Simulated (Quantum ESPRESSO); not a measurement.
pw.x input (Quantum ESPRESSO 7.5; PBEsol, PseudoDojo standard norm-conserving files, scalar-relativistic):

```
&CONTROL
  calculation = 'scf'
  pseudo_dir = './pseudo'
  outdir = './out'
  tprnfor = .true.
  tstress = .true.
/
&SYSTEM
  ibrav = 0
  nat = 8
  ntyp = 2
  ecutwfc = 86.0
  ecutrho = 344.0
  occupations = 'smearing'
  smearing = 'fd'
  degauss = 0.002
  nbnd = 69
/
&ELECTRONS
  conv_thr = 8e-10
/
ATOMIC_SPECIES
Se 78.9710 Se.upf
In 114.8180 In.upf
CELL_PARAMETERS angstrom
  4.039963284803   0.000000000000   0.000000000000
 -2.019981642401   3.498710834996   0.000000000000
  0.000000000000   0.000000000000  16.600345415000
ATOMIC_POSITIONS crystal
Se   0.666666667000   0.333333333000   0.838608753200
Se   0.666666667000   0.333333333000   0.161391246800
Se   0.333333333667   0.666666666333   0.661346626000
Se   0.333333333667   0.666666666333   0.338653374000
In   0.000000000333   0.000000000000   0.584068254500
In   0.000000000333   0.000000000000   0.415931745500
In   0.333333333667   0.666666666333   0.915955229100
In   0.333333333667   0.666666666333   0.084044770900
K_POINTS automatic
9 9 2 0 0 0
```

End of the output:

```

[...]
     the Fermi energy is     7.6193 ev
!    total energy              =   -1499.53545835 Ry
     estimated scf accuracy    <          3.9E-10 Ry
     smearing contrib. (-TS)   =      -0.00000976 Ry
     internal energy E=F+TS    =   -1499.53544860 Ry
     The total energy is F=E-TS. E is the sum of the following terms:
     one-electron contribution =    -810.55169672 Ry
     hartree contribution      =     452.76540628 Ry
     xc contribution           =    -350.33496464 Ry
     ewald contribution        =    -791.41419351 Ry
     convergence has been achieved in  11 iterations
     Forces acting on atoms (cartesian axes, Ry/au):
     atom    1 type  1   force =     0.00000000    0.00000000    0.00625980
     atom    2 type  1   force =     0.00000000    0.00000000   -0.00625980
     atom    3 type  1   force =     0.00000000    0.00000000   -0.00610650
     atom    4 type  1   force =     0.00000000    0.00000000    0.00610650
     atom    5 type  2   force =    -0.00000000   -0.00000000    0.00272383
     atom    6 type  2   force =    -0.00000000   -0.00000000   -0.00272383
     atom    7 type  2   force =     0.00000000    0.00000000   -0.00300282
     atom    8 type  2   force =    -0.00000000    0.00000000    0.00300282
     Total force =     0.013632     Total SCF correction =     0.000150
     Computing stress (Cartesian axis) and pressure
          total   stress  (Ry/bohr**3)                   (kbar)     P=       -7.38
  -0.00005599   0.00000000   0.00000000           -8.24        0.00        0.00
   0.00000000  -0.00005599  -0.00000000            0.00       -8.24       -0.00
  -0.00000000   0.00000000  -0.00003861           -0.00        0.00       -5.68
```
In a gapped system the printed Fermi energy is only some level inside the gap.

Spin-orbit coupling is not included.

Geometry relaxed with PBE+D3(BJ).
